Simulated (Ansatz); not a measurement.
GaSb (zinc blende)

```
CELL_PARAMETERS angstrom
      0.00000     6.13244     6.13244
      3.06622     0.00000     3.06622
      3.06622     3.06622     0.00000
ATOMIC_POSITIONS crystal
  Sb 0.37500 0.75000 0.75000
  Sb 0.87500 0.75000 0.75000
  Ga 0.00000 0.00000 0.00000
  Ga 0.50000 0.00000 0.00000
```

In each cell atom 2 (Sb, nearest neighbour Ga at 2.655 Å; its periodic images, 4.3 Å or more away, move with it) moves by s·(1.000, 0.000, 0.000) (along Cartesian x), the rest being held.

The numbers are results of r2SCAN (plane waves to 500 eV, PAW, scalar-relativistic; Ansatz, an electronic-structure program), not measurements. k mesh 11×11×11 (Γ-centred), Fermi-Dirac smearing 0.05 eV. E stands for the smeared free energy. Compression counts positive. As the smearing reaches across the gap at some points, energies and forces of such displacements shift with the k mesh and the smearing. F∥ is the force on the atom along that direction. F⊥ is the part of the force across the line. GaSb was relaxed with its symmetry unable to fall. Spin-orbit coupling is left out, though Sb is heavy. The zero of ΔE is the undisplaced structure.

```json
[
 {"s (Å)": "-0.800", "ΔE (eV/cell)": "2.308", "P (GPa)": "6.0", "F∥ (eV/Å)": "4.606", "|F⊥| (eV/Å)": "0.545"},
 {"s (Å)": "-0.640", "ΔE (eV/cell)": "1.587", "P (GPa)": "4.1", "F∥ (eV/Å)": "4.335", "|F⊥| (eV/Å)": "0.471"},
 {"s (Å)": "-0.480", "ΔE (eV/cell)": "0.942", "P (GPa)": "2.4", "F∥ (eV/Å)": "3.660", "|F⊥| (eV/Å)": "0.359"},
 {"s (Å)": "-0.320", "ΔE (eV/cell)": "0.435", "P (GPa)": "1.1", "F∥ (eV/Å)": "2.636", "|F⊥| (eV/Å)": "0.227"},
 {"s (Å)": "-0.160", "ΔE (eV/cell)": "0.111", "P (GPa)": "0.3", "F∥ (eV/Å)": "1.380", "|F⊥| (eV/Å)": "0.108"},
 {"s (Å)": "0.000", "ΔE (eV/cell)": "0.000", "P (GPa)": "0.0", "F∥ (eV/Å)": "-0.001", "|F⊥| (eV/Å)": "0.001"},
 {"s (Å)": "0.160", "ΔE (eV/cell)": "0.112", "P (GPa)": "0.3", "F∥ (eV/Å)": "-1.383", "|F⊥| (eV/Å)": "0.106"},
 {"s (Å)": "0.320", "ΔE (eV/cell)": "0.436", "P (GPa)": "1.1", "F∥ (eV/Å)": "-2.633", "|F⊥| (eV/Å)": "0.217"},
 {"s (Å)": "0.480", "ΔE (eV/cell)": "0.941", "P (GPa)": "2.5", "F∥ (eV/Å)": "-3.633", "|F⊥| (eV/Å)": "0.345"},
 {"s (Å)": "0.640", "ΔE (eV/cell)": "1.580", "P (GPa)": "4.2", "F∥ (eV/Å)": "-4.301", "|F⊥| (eV/Å)": "0.502"},
 {"s (Å)": "0.800", "ΔE (eV/cell)": "2.294", "P (GPa)": "6.1", "F∥ (eV/Å)": "-4.545", "|F⊥| (eV/Å)": "0.683"}
]
```

Summary:

The energy at s = 0.800 Å is 2294 meV/cell and the force along the line at s = -0.800 Å is 4.61 eV/Å. The force constant k = d²E/ds² at s = 0 (finite differences) is 8.77 eV/Å². Shape of the curve: a single well with its minimum at or next to zero displacement. Harmonic estimate at the end of the scan: ½ks² = 2806 meV/cell against the computed 2294 meV/cell, so the well is softer than harmonic there.

(A displaced cell: forces are minus the slopes of the energy, force constants its curvatures, and phonons follow from these.)
